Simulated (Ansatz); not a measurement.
Calculation for bcc Ga (210), 5 layers: DFT, PBEsol, PAW with Ansatz's default frozen-core files, scalar-relativistic (Ansatz 0.2.0).

The slab is cut from a bulk crystal relaxed on PAW files (its atoms may have been relaxed since), whose type needn't be the stable one.

Command: `ansatz run input.yaml --threads 2 --pin off --max-ram 4096MiB --backend cpu --events-out ev --progress --plain --runs-dir out` It took 37 s on 2 threads of Arm Neoverse V1 (shared host), peak memory 0.74 GiB.

```yaml
crystal:
  lattice:
    - [7.3787257393, 0.0, 0.0]
    - [0.0, 3.2998664681, 0.0]
    - [0.0, 0.0, 18.9515]
  atoms:
    - { symbol: Ga, position: [0.1, 0.0, 0.4221304304] }
    - { symbol: Ga, position: [0.8, 0.5, 0.4610652152] }
    - { symbol: Ga, position: [0.5, 0.0, 0.5] }
    - { symbol: Ga, position: [0.2, 0.5, 0.5389347848] }
    - { symbol: Ga, position: [0.9, 0.0, 0.5778695696] }
kpoints:
  mp_grid: { grid: [6, 12, 1] }
scf:
  occupations: { method: fermi_dirac, width: 0.1 }
hamiltonian:
  xc: pbesol
  pseudopotentials: { kind: paw }
output:
  forces: true
  stress: true
  eigenvalues: true
  populations: true
efield:
  axis: 3
  amplitude: 0
  dipole_correction: true
```

Output:

```
Engine: ansatz 0.2.0
Pseudopotentials: kind: paw
Pseudopotential: Ga, paw, valence charge 13, recommended cutoff 420 eV (normal), Ga.paw.azcp
Functional definition: PBEsol
  exchange = pbesol_x
  correlation = pbesol_c
Crystal: 5 atoms, lattice volume = 461.446 Å³
Basis set: ecut = 420 eV, 9121 PW (Γ), exchange–correlation on 100×48×256 points (8 copies of the dense FFT grid, shifted against one another)
Bands: 39, of which v1, the nominal top of the filled ones, is band 33 counted from 1 (32 counted from 0)
Symmetry: 2 space group operations
k-points: 28 of 72 (time reversal used)
Non-local potential: Ga, projectors of the file, l = 0: 2, l = 1: 2, l = 2: 3, l = 3: 1
PAW form: soft (Blöchl's): semilocal exchange-correlation on the pseudo side does not see the compensation charge
PAW frozen core: Ga, regenerated for the run's functional, and the local potential with it (the file was generated under x = pbe(κ = 0.804, μ = 0.2195149727645171), c = pbe(β = 0.06672455060314922))
PAW one-centre angular grid: Ga, 590 points (default); XC on 64 Gauss nodes
Initial density: superposition of atomic densities (neutral atoms: chi_scale 0, normalization atom), corrected by the library's trained network
Initial wavefunctions: pseudopotential atomic-orbital guess
Functional: x = pbesol(κ = 0.804, μ = 0.12345679012345678), c = pbesol(β = 0.046)
SCF iter   1: F=—  HF=-18713.601957 eV  |F-HF|=—  |Δ(HF+E_count)|=         —  Δρ=1.24e-3  dr2=1.83e-2  ethr=1.77e-3  p=0.000 e·Å  D=3.50e-14 V/Å  ΔV_dip=-0.00 eV  dr2_dipole=4.98e-10  V_vac-E_F(+/−)=4.19/4.19 eV  ⟨swp⟩=6.8  Hψ=4004  notcnv=0
efield: sawtooth ramp at fractional position 0.9500 (placed from the atoms, in the widest stretch of the axis that holds none; the zero of the levels goes with the place), width 0.1000; the density the first Hamiltonian is built on has a dipole p = 0.000 e·Å; the dipole correction subtracts the counter field D = 3.50e-14 V/Å, which shifts the + side's vacuum level by -0.00 eV against the − side's; the planar-averaged density in the ramp window peaks in size at 9.7e-6 e/Å³
preconditioner: auto → LDOS  [metal: Δε(μ)=0.020 eV  Ē_g=14.480 eV  σ=0.100 eV  W_gap=0.05  n_scr=48 (ndim 8)  ℏωp=13.9 eV  f_vac=0.689  D(μ)=2.41/eV (n_scr^D=10)  β→1.0]
SCF iter   2: F=—  HF=-18713.598465 eV  |F-HF|=—  |Δ(HF+E_count)|=   3.49e-3  Δρ=9.39e-4  dr2=3.67e-3  ethr=2.82e-5  p=-0.000 e·Å  D=-2.68e-6 V/Å  ΔV_dip=0.00 eV  dr2_dipole=3.67e-10  V_vac-E_F(+/−)=4.35/4.35 eV  ⟨swp⟩=2.0  Hψ=2403  notcnv=0  defer=2
SCF iter   3: F=—  HF=-18713.596864 eV  |F-HF|=—  |Δ(HF+E_count)|=   1.60e-3  Δρ=4.78e-4  dr2=7.82e-4  ethr=5.64e-6  p=-0.000 e·Å  D=-1.77e-6 V/Å  ΔV_dip=0.00 eV  dr2_dipole=3.19e-10  V_vac-E_F(+/−)=4.34/4.34 eV  ⟨swp⟩=2.0  Hψ=2060  notcnv=0  defer=2
SCF iter   4: F=—  HF=-18713.596330 eV  |F-HF|=—  |Δ(HF+E_count)|=   5.33e-4  Δρ=1.02e-4  dr2=8.24e-5  ethr=1.20e-6  p=-0.000 e·Å  D=-8.43e-7 V/Å  ΔV_dip=0.00 eV  dr2_dipole=3.35e-11  V_vac-E_F(+/−)=4.36/4.36 eV  ⟨swp⟩=2.0  Hψ=2004  notcnv=0  defer=2
SCF iter   5: F=—  HF=-18713.596244 eV  |F-HF|=—  |Δ(HF+E_count)|=   8.61e-5  Δρ=2.22e-5  dr2=4.77e-6  ethr=1.27e-7  p=-0.000 e·Å  D=-4.58e-7 V/Å  ΔV_dip=0.00 eV  dr2_dipole=1.36e-12  V_vac-E_F(+/−)=4.36/4.36 eV  ⟨swp⟩=2.0  Hψ=2000  notcnv=0  defer=2
SCF iter   6: F=—  HF=-18713.596247 eV  |F-HF|=—  |Δ(HF+E_count)|=   3.16e-6  Δρ=7.02e-6  dr2=2.26e-7  ethr=7.34e-9  p=-0.000 e·Å  D=-1.79e-7 V/Å  ΔV_dip=0.00 eV  dr2_dipole=4.26e-15  V_vac-E_F(+/−)=4.36/4.36 eV  ⟨swp⟩=2.8  Hψ=2140  notcnv=0  defer=2
SCF iter   7: F=-18713.596248 eV  HF=-18713.596248 eV  |F-HF|=1.99e-8  |Δ(HF+E_count)|=   5.47e-7  Δρ=2.06e-6  dr2=2.15e-8  ethr=1.54e-10  p=-0.000 e·Å  D=-5.09e-8 V/Å  ΔV_dip=0.00 eV  dr2_dipole=3.58e-13  V_vac-E_F(+/−)=4.37/4.37 eV  ⟨swp⟩=9.5  Hψ=5343  notcnv=0
SCF 1 converged in 7 iterations: F = -18713.596248 eV  dr2 = 2.15e-8
  greatest PAW one-centre occupation: 0.995 electrons in one spin orbital (limit 2), on the Ga atom at site 2 (counted from 0), in its partial waves of l = 2
SCF converged after 7 iterations
Free energy (F): -18713.596248 eV
Harris-Foulkes:  -18713.596248 eV  (|F-HF|=1.99e-8)
Internal energy: -18713.512591 eV  (E = F + TS)
E sigma→0 (E₀):  -18713.554419 eV
Entropy (-TS):   -0.083657 eV (-16.731 meV/atom)
Fermi energy:    -1.478431 eV
Dipole field:    D = 0.000000 V/Å  (p = 0.000001 e·Å, saw-weighted, corrected)
Work function:   Φ+ = 4.3652 eV   Φ− = 4.3652 eV
Levels:          The Fermi level and band energies are counted from a zero that moves with the ramp; work functions are not
--- Per-component energies (eV) ---
  E_band       = -892.295510
  E_kinetic    = 566.591853
  E_local      = -41631.596177  (includes V_loc(G=0)·N_el)
  E_nonlocal   = 2113.944699
  E_hartree    = 20182.523575
  E_xc         = -338.970872
  E_vxc        = -284.186788  (∫ρ·V_xc dr)
  E_paw        = -9727.322707  (= ΣΔE_a)
  E_vpaw       = -2022.106685  (= ΣTr[D̂ρ^β])
  E_aug_tail   = -0.000580  (compensation charges beyond the density's cutoff)
  E_efield     = 0.000000  (sawtooth field / dipole correction)
  E_vefield    = 0.000000  (∫n·V_field dr)
  E_ewald      = 10117.002729
  E_core_change = 4.314889  (= ΣΔE_core)
  E_smearing   = -0.083657  (= −TS)
  E_closure    = 0.000000  (closes the sum)
  Σ components = -18713.596248   (vs F -18713.596248, Δ=0.00e0)
--- Forces (eV/Å), atoms counted from 1 ---
  atom   1  Ga    -0.17858555     0.00000000     0.11556633
  atom   2  Ga     0.00338180     0.00000000     0.01502449
  atom   3  Ga    -0.00000000     0.00000000    -0.00000005
  atom   4  Ga    -0.00338164     0.00000000    -0.01502489
  atom   5  Ga     0.17858547     0.00000000    -0.11556631
  max |Σ_I F_I| component: 4.27e-7 eV/Å
--- Stress (GPa, compression-positive) ---
       -1.703866       0.000000       0.181275
        0.000000      -2.287788       0.000000
        0.181275       0.000000      -0.126234
  P = ⅓ Tr σ = -1.3726 GPa (-13.726 kbar)
--- Band table (eV; the first three rows and the last of 28) ---
  k-point 0: bands = ["-16.4171", "-16.3902", "-16.3866", "-16.3713", "-16.3235", "-16.3030", "-16.2971", "-16.2811", "-16.2755", "-16.2748", "-16.2569", "-16.2467", "-16.2461", "-16.1936", "-16.1793", "-16.1558", "-16.1452", "-16.1425", "-16.1402", "-16.1173", "-16.0945", "-16.0829", "-16.0672", "-16.0471", "-16.0411", "-11.0357", "-8.1216", "-7.9400", "-7.4803", "-4.0711", "-2.5539", "-2.1773", "-0.4111", "0.2719", "0.6923", "1.8606", "2.0039", "2.5275", "3.0387"]
  k-point 1: bands = ["-16.4111", "-16.3890", "-16.3884", "-16.3681", "-16.3278", "-16.3052", "-16.3008", "-16.2828", "-16.2812", "-16.2626", "-16.2545", "-16.2442", "-16.2436", "-16.1953", "-16.1805", "-16.1518", "-16.1427", "-16.1397", "-16.1383", "-16.1177", "-16.0936", "-16.0827", "-16.0734", "-16.0490", "-16.0458", "-10.9381", "-8.0246", "-7.8434", "-7.3888", "-4.0058", "-2.4555", "-2.0807", "-0.3311", "0.1571", "0.7821", "1.1086", "1.9211", "2.6117", "3.1214"]
  k-point 2: bands = ["-16.4016", "-16.3957", "-16.3825", "-16.3578", "-16.3376", "-16.3123", "-16.3029", "-16.2865", "-16.2820", "-16.2596", "-16.2548", "-16.2353", "-16.2247", "-16.1990", "-16.1742", "-16.1495", "-16.1439", "-16.1359", "-16.1275", "-16.1161", "-16.0922", "-16.0880", "-16.0809", "-16.0568", "-16.0540", "-10.6451", "-7.7343", "-7.5547", "-7.1152", "-3.8537", "-2.1646", "-1.7957", "-1.0068", "-0.1313", "0.7368", "1.0187", "1.5881", "2.0688", "2.1885"]
  k-point 27: bands = ["-16.4162", "-16.4156", "-16.3729", "-16.3676", "-16.3248", "-16.3209", "-16.3043", "-16.2966", "-16.2823", "-16.2694", "-16.2520", "-16.2407", "-16.2006", "-16.1735", "-16.1517", "-16.1445", "-16.1375", "-16.1227", "-16.1181", "-16.0976", "-16.0891", "-16.0820", "-16.0785", "-16.0638", "-16.0495", "-7.2670", "-7.1351", "-6.5183", "-6.0213", "-4.6400", "-3.1936", "-1.8258", "-1.5146", "-1.3795", "-0.7784", "-0.5839", "0.6022", "0.6387", "1.9015"]
--- Löwdin populations: 5 sites ---
  site symbol       q [e]
     0     Ga     12.9474
     1     Ga     12.9989
     2     Ga     12.9437
     3     Ga     12.9989
     4     Ga     12.9474
  spilling = 0.002518 (of n_electrons = 65.000000)
```

populations.tsv:

```
# site	symbol	l	j	q
# orbitals = lowdin
# n_electrons = 65.000000
# spilling = 0.002518
0	Ga	0_4S	-	1.495761
0	Ga	1_4P	-	1.459626
0	Ga	2_3D	-	9.992035
1	Ga	0_4S	-	1.347723
1	Ga	1_4P	-	1.661744
1	Ga	2_3D	-	9.989416
2	Ga	0_4S	-	1.426944
2	Ga	1_4P	-	1.524947
2	Ga	2_3D	-	9.991857
3	Ga	0_4S	-	1.347723
3	Ga	1_4P	-	1.661744
3	Ga	2_3D	-	9.989416
4	Ga	0_4S	-	1.495761
4	Ga	1_4P	-	1.459625
4	Ga	2_3D	-	9.992035
```

Next run (atoms relaxed), as changes to the input before:

```diff
   eigenvalues: true
-  populations: true
+relax:
+  f_tol: 0.01
+  max_steps: 40
 efield:
```

Results part of the output:

```
Warning: output.stress: scf.convergence.dr2_threshold = 1e-7 eV (the SCF's general default) is looser than the 5e-10 eV advised for a printed stress (1e-10 eV for each atom of the cell: 5). What an SCF threshold leaves in a stress goes as its square root, and in the free energy as the threshold itself, and one threshold admits the most on a small cell: of the crystals measured, under no hybrid fun
SCF converged after 5 iterations
Free energy (F): -18713.662346 eV
Harris-Foulkes:  -18713.662346 eV  (|F-HF|=1.86e-7)
Internal energy: -18713.573219 eV  (E = F + TS)
E sigma→0 (E₀):  -18713.617782 eV
Entropy (-TS):   -0.089127 eV (-17.825 meV/atom)
Fermi energy:    -1.491944 eV
Dipole field:    D = 0.000000 V/Å  (p = 0.000000 e·Å, saw-weighted, corrected)
Work function:   Φ+ = 4.3696 eV   Φ− = 4.3696 eV
Levels:          The Fermi level and band energies are counted from a zero that moves with the ramp; work functions are not
--- Per-component energies (eV) ---
  E_band       = -895.670904
  E_kinetic    = 569.091107
  E_local      = -42283.560868  (includes V_loc(G=0)·N_el)
  E_nonlocal   = 2113.899198
  E_hartree    = 20506.349702
  E_xc         = -340.311968
  E_vxc        = -286.019188  (∫ρ·V_xc dr)
  E_paw        = -9727.160544  (= ΣΔE_a)
[... lines left out ...]
  atom   5  Ga    -0.00156423     0.00000000    -0.00648632
  max |Σ_I F_I| component: 1.40e-7 eV/Å
--- Stress (GPa, compression-positive) ---
       -0.746949       0.000000      -0.000786
        0.000000      -1.991095       0.000000
       -0.000786       0.000000      -0.007869
  P = ⅓ Tr σ = -0.9153 GPa (-9.153 kbar)
--- Band table (eV; the first three rows and the last of 28) ---
  k-point 0: bands = ["-16.5305", "-16.5217", "-16.4894", "-16.4385", "-16.3974", "-16.3519", "-16.3463", "-16.3229", "-16.3163", "-16.3039", "-16.2804", "-16.2694", "-16.2682", "-16.2202", "-16.1945", "-16.1701", "-16.1588", "-16.1545", "-16.1429", "-16.1213", "-16.1053", "-16.1015", "-16.0840", "-16.0548", "-16.0156", "-11.2766", "-8.4255", "-8.2652", "-7.4309", "-3.4649", "-2.6385", "-2.0519", "-0.7249", "0.6142", "0.6168", "1.6703", "2.2516", "2.4947", "3.0607"]
  k-point 1: bands = ["-16.5316", "-16.5164", "-16.4846", "-16.4377", "-16.4018", "-16.3571", "-16.3392", "-16.3244", "-16.3183", "-16.2978", "-16.2752", "-16.2686", "-16.2679", "-16.2209", "-16.1977", "-16.1705", "-16.1571", "-16.1547", "-16.1398", "-16.1214", "-16.1049", "-16.0999", "-16.0897", "-16.0561", "-16.0215", "-11.1796", "-8.3263", "-8.1670", "-7.3383", "-3.3968", "-2.5374", "-1.9545", "-0.6291", "0.0981", "0.7052", "1.2711", "2.2870", "2.5709", "3.1345"]
  k-point 2: bands = ["-16.5337", "-16.5103", "-16.4671", "-16.4351", "-16.4130", "-16.3585", "-16.3346", "-16.3209", "-16.3184", "-16.2936", "-16.2814", "-16.2680", "-16.2465", "-16.2244", "-16.1976", "-16.1704", "-16.1575", "-16.1575", "-16.1317", "-16.1206", "-16.1044", "-16.1029", "-16.0948", "-16.0597", "-16.0365", "-10.8879", "-8.0297", "-7.8727", "-7.0614", "-3.2593", "-2.2376", "-1.6672", "-1.3485", "-0.3591", "0.9493", "1.0611", "1.4327", "1.8243", "2.3504"]
  k-point 27: bands = ["-16.5325", "-16.5311", "-16.4559", "-16.4425", "-16.3613", "-16.3513", "-16.3471", "-16.3393", "-16.3124", "-16.2955", "-16.2732", "-16.2639", "-16.2541", "-16.1977", "-16.1836", "-16.1808", "-16.1518", "-16.1473", "-16.1180", "-16.1130", "-16.1033", "-16.0933", "-16.0924", "-16.0731", "-16.0560", "-7.5033", "-7.2614", "-6.6608", "-6.4666", "-4.7255", "-3.0663", "-1.8843", "-1.5181", "-1.4203", "-1.0015", "-0.2586", "0.2656", "0.4875", "2.1482"]
--- Relaxed structure (6 steps of the walk, 6 accepted, 0 SCFs on fresh bases) ---
  F+E_penalty+E_count = -18713.66234571 eV   max|allowed force component| = 6.486e-3 eV/Å
  atoms:
    - { symbol: Ga, position: [0.04953234302493669, 0.0, 0.4194340016735657] }
    - { symbol: Ga, position: [0.7828816017255208, 0.5, 0.47735829949468156] }
    - { symbol: Ga, position: [0.5000000056942818, 0.0, 0.5000000029314562] }
    - { symbol: Ga, position: [0.21711839521552545, 0.5, 0.5226416951623233] }
    - { symbol: Ga, position: [0.9504676543397352, 0.0, 0.5805660007379734] }
```

Next run (vacuum of 22 Å), as changes to the input before:

```diff
-    - [0.0, 0.0, 18.9515]
+    - [0.0, 0.0, 25.0537]
   atoms:
-    - { symbol: Ga, position: [0.1, 0.0, 0.4221304304] }
-    - { symbol: Ga, position: [0.8, 0.5, 0.4610652152] }
-    - { symbol: Ga, position: [0.5, 0.0, 0.5] }
-    - { symbol: Ga, position: [0.2, 0.5, 0.5389347848] }
-    - { symbol: Ga, position: [0.9, 0.0, 0.5778695696] }
+    - { symbol: Ga, position: [0.049532343, 0.0, 0.4390570439] }
+    - { symbol: Ga, position: [0.7828816017, 0.5, 0.4828730204] }
+    - { symbol: Ga, position: [0.5000000057, 0.0, 0.5000000013] }
+    - { symbol: Ga, position: [0.2171183952, 0.5, 0.5171269738] }
+    - { symbol: Ga, position: [0.9504676543, 0.0, 0.5609429561] }
 kpoints:
   eigenvalues: true
-relax:
-  f_tol: 0.01
-  max_steps: 40
 efield:
```

Command: `ansatz run input.yaml --threads 2 --pin off --max-ram 4096MiB --backend cpu --events-out ev --progress --plain --runs-dir out` It took 31 s on 2 threads of Arm Neoverse V1, with other jobs on the host, peak memory 0.89 GiB.

Results part of the output:

```
SCF 1 converged in 7 iterations: F = -18713.662334 eV  dr2 = 3.55e-8
  greatest PAW one-centre occupation: 0.995 electrons in one spin orbital (limit 2), on the Ga atom at site 2 (counted from 0), in its partial waves of l = 2
SCF converged after 7 iterations
Free energy (F): -18713.662334 eV
Harris-Foulkes:  -18713.662334 eV  (|F-HF|=1.06e-8)
Internal energy: -18713.573208 eV  (E = F + TS)
E sigma→0 (E₀):  -18713.617771 eV
Entropy (-TS):   -0.089126 eV (-17.825 meV/atom)
Fermi energy:    -2.192726 eV
Dipole field:    D = -0.000000 V/Å  (p = -0.000000 e·Å, saw-weighted, corrected)
Work function:   Φ+ = 4.3695 eV   Φ− = 4.3695 eV
Levels:          The Fermi level and band energies are counted from a zero that moves with the ramp; work functions are not
--- Per-component energies (eV) ---
  E_band       = -941.214242
  E_kinetic    = 569.092180
  E_local      = -57798.690922  (includes V_loc(G=0)·N_el)
  E_nonlocal   = 2113.897583
  E_hartree    = 28241.128881
  E_xc         = -340.312287
  E_vxc        = -286.019635  (∫ρ·V_xc dr)
  E_paw        = -9727.160512  (= ΣΔE_a)
  E_vpaw       = -2021.759846  (= ΣTr[D̂ρ^β])
  E_aug_tail   = -0.000547  (compensation charges beyond the density's cutoff)
  E_efield     = 0.000000  (sawtooth field / dipole correction)
  E_vefield    = -0.000000  (∫n·V_field dr)
  E_ewald      = 18224.157528
  E_core_change = 4.314889  (= ΣΔE_core)
  E_smearing   = -0.089126  (= −TS)
  E_closure    = -0.000000  (closes the sum)
  Σ components = -18713.662334   (vs F -18713.662334, Δ=0.00e0)
--- Forces (eV/Å), atoms counted from 1 ---
  atom   1  Ga     0.00158223    -0.00000000     0.00647723
  atom   2  Ga    -0.00293571    -0.00000000     0.00316161
  atom   3  Ga    -0.00000040    -0.00000000     0.00000005
  atom   4  Ga     0.00293600     0.00000000    -0.00316145
  atom   5  Ga    -0.00158201     0.00000000    -0.00647732
  max |Σ_I F_I| component: 1.26e-7 eV/Å
--- Stress (GPa, compression-positive) ---
       -0.564986      -0.000000      -0.000602
       -0.000000      -1.506109       0.000000
       -0.000602       0.000000      -0.005881
  P = ⅓ Tr σ = -0.6923 GPa (-6.923 kbar)
--- Band table (eV; the first three rows and the last of 28) ---
  k-point 0: bands = ["-17.2313", "-17.2226", "-17.1902", "-17.1394", "-17.0984", "-17.0525", "-17.0468", "-17.0235", "-17.0169", "-17.0046", "-16.9811", "-16.9699", "-16.9688", "-16.9206", "-16.8951", "-16.8706", "-16.8594", "-16.8551", "-16.8434", "-16.8219", "-16.8059", "-16.8020", "-16.7846", "-16.7554", "-16.7162", "-11.9774", "-9.1263", "-8.9660", "-8.1317", "-4.1657", "-3.3392", "-2.7527", "-1.4257", "-0.0866", "-0.0842", "0.9695", "1.5460", "1.8240", "2.2840"]
  k-point 1: bands = ["-17.2324", "-17.2173", "-17.1854", "-17.1386", "-17.1027", "-17.0576", "-17.0397", "-17.0249", "-17.0188", "-16.9985", "-16.9758", "-16.9691", "-16.9686", "-16.9214", "-16.8983", "-16.8710", "-16.8577", "-16.8553", "-16.8404", "-16.8220", "-16.8054", "-16.8005", "-16.7902", "-16.7566", "-16.7221", "-11.8804", "-9.0271", "-8.8677", "-8.0391", "-4.0976", "-3.2382", "-2.6553", "-1.3298", "-0.6027", "0.0042", "0.5704", "1.5825", "1.8980", "2.3651"]
  k-point 2: bands = ["-17.2345", "-17.2112", "-17.1679", "-17.1360", "-17.1140", "-17.0590", "-17.0351", "-17.0214", "-17.0190", "-16.9943", "-16.9820", "-16.9685", "-16.9472", "-16.9249", "-16.8982", "-16.8709", "-16.8581", "-16.8580", "-16.8323", "-16.8212", "-16.8049", "-16.8035", "-16.7953", "-16.7603", "-16.7371", "-11.5887", "-8.7305", "-8.5735", "-7.7622", "-3.9600", "-2.9384", "-2.3680", "-2.0492", "-1.0599", "0.2483", "0.3604", "0.7320", "1.1237", "1.6474"]
  k-point 27: bands = ["-17.2333", "-17.2320", "-17.1569", "-17.1434", "-17.0618", "-17.0518", "-17.0476", "-17.0402", "-17.0130", "-16.9962", "-16.9738", "-16.9644", "-16.9548", "-16.8982", "-16.8842", "-16.8813", "-16.8524", "-16.8478", "-16.8186", "-16.8136", "-16.8038", "-16.7939", "-16.7929", "-16.7737", "-16.7566", "-8.2040", "-7.9622", "-7.3616", "-7.1674", "-5.4262", "-3.7670", "-2.5851", "-2.2189", "-2.1211", "-1.7023", "-0.9593", "-0.4352", "-0.2133", "1.4474"]
```

The PAW files were made under PBE. The cell is 1×1, so reconstructions are forbidden, and in slabs of four or five layers the relaxations can be far larger than at a real surface.
